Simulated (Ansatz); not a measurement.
CuCl:
```
CELL_PARAMETERS angstrom
      0.00000     2.64498     2.64498
      2.64498     0.00000     2.64498
      2.64498     2.64498     0.00000
ATOMIC_POSITIONS crystal
  Cu 0.00000 0.00000 0.00000
  Cl 0.75000 0.75000 0.75000
```

Cartesian axes are those of the cell as given.

Give the high-frequency dielectric tensor and the Born effective charge tensors of the independent atoms from DFPT, the program Ansatz at the PBEsol level (PAW).


ε∞:
```
5.59  0.00  0.00
0.00  5.59  0.00
0.00  0.00  5.59
```
Z* of atom 1 (Cu), rows: field, columns: displacement, in e:
```
1.05  0.00  0.00
0.00  1.05  0.00
0.00  0.00  1.05
```
Z* of atom 2 (Cl), rows: field, columns: displacement, in e:
```
-1.05   0.00   0.00
 0.00  -1.05   0.00
 0.00   0.00  -1.05
```

Space group F-43m (zinc blende). Symmetry was held in the PBEsol relaxation. No spin polarisation was allowed.

Potentials: the later of the program's two PAW sets.
